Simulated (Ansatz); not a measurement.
Zr2AlN:
```cif
data_Al2N2Zr4
_chemical_formula_sum 'Zr4 Al2 N2'
_space_group_name_H-M_alt 'P63/mmc'
_space_group_IT_number 194
_space_group_name_Hall '-P 6c 2c'
_cell_length_a 3.22326
_cell_length_b 3.22326
_cell_length_c 14.29197
_cell_angle_alpha 90.000
_cell_angle_beta 90.000
_cell_angle_gamma 120.000
loop_
_atom_site_label
_atom_site_type_symbol
_atom_site_symmetry_multiplicity
_atom_site_Wyckoff_symbol
_atom_site_fract_x
_atom_site_fract_y
_atom_site_fract_z
_atom_site_occupancy
Zr1 Zr 4 f 0.33333 0.66667 0.08822 1
Al1 Al 2 d 0.66667 0.33333 0.25000 1
N1 N 2 a 0.00000 0.00000 0.00000 1
```

Relaxed at zero pressure with DFT-PBEsol in the program Ansatz with PAW potentials.

Task: The volume is raised by 9 % and shape and atoms relax at that volume. What pressure results, and how do the axes share the change?

Result: -10.8 GPa; a 2.8 %, b 2.8 %, c 3.2 %; the energy rises by 53 meV/atom.

Task: Give the new structure.

Result: 
Space group P6₃/mmc (No. 194); a = b = 3.3125 Å, c = 14.7500 Å, α = β = 90.00°, γ = 120.00°

```csv
atom,site,symmetry,x,y,z
Zr,4f,3m.,0.3333,0.6667,0.0856
Al,2d,-6m2,0.6667,0.3333,0.2500
N,2a,-3m.,0.0000,0.0000,0.0000
```

The phase is kept; no other phase was compared at this pressure.

Space group P6_3/mmc. The first step of the workflow began from a Materials Project structure, measured or hypothetical; the Crystallography Open Database copy checked does not list it. Whether it is the stable phase at ambient conditions was not checked. The cell was relaxed with PBEsol under the symmetry of its start; its stability against distortions is not shown here. The run is not spin-polarised.

Potentials: the later of the program's two PAW sets.
